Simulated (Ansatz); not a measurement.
A distorted cell of Zr (hcp, Mg type):

```yaml
crystal:
  lattice:
    - [3.25830, 0.00000, 0.00000]
    - [-1.62915, 2.82177, 0.00000]
    - [0.00000, 0.00000, 5.21639]
  atoms:
    - { symbol: Zr, position: [0.33333, 0.66667, 0.75000] }
    - { symbol: Zr, position: [0.66667, 0.33333, 0.25000] }
```

All values below come from PBE (plane waves to 420 eV, PAW, scalar-relativistic; Ansatz, a quantum-chemistry and plane-wave program). k mesh 17×17×9 (Γ-centred), Fermi-Dirac smearing 0.05 eV. The energy includes the smearing's −TS. Stress and pressure are positive under compression. The PAW data are Ansatz's earlier set. Zr is run without spin polarisation. Zr was relaxed with its symmetry unable to fall.

Problem. What is the stress tensor (GPa)?

Solution. 
```
   -2.2      0.0      0.0
    0.0     -2.2      0.0
    0.0      0.0     -2.3
```
The pressure, a third of the trace, is -2.2 GPa.

Problem. It is the relaxed cell scaled evenly to V/V₀ = 1.025, atoms relaxed where free. What is its energy relative to the relaxed cell?

Solution. 4 meV/atom.

(A scan under strain: stresses follow from slopes of the energy per volume, elastic moduli from its curvatures.)
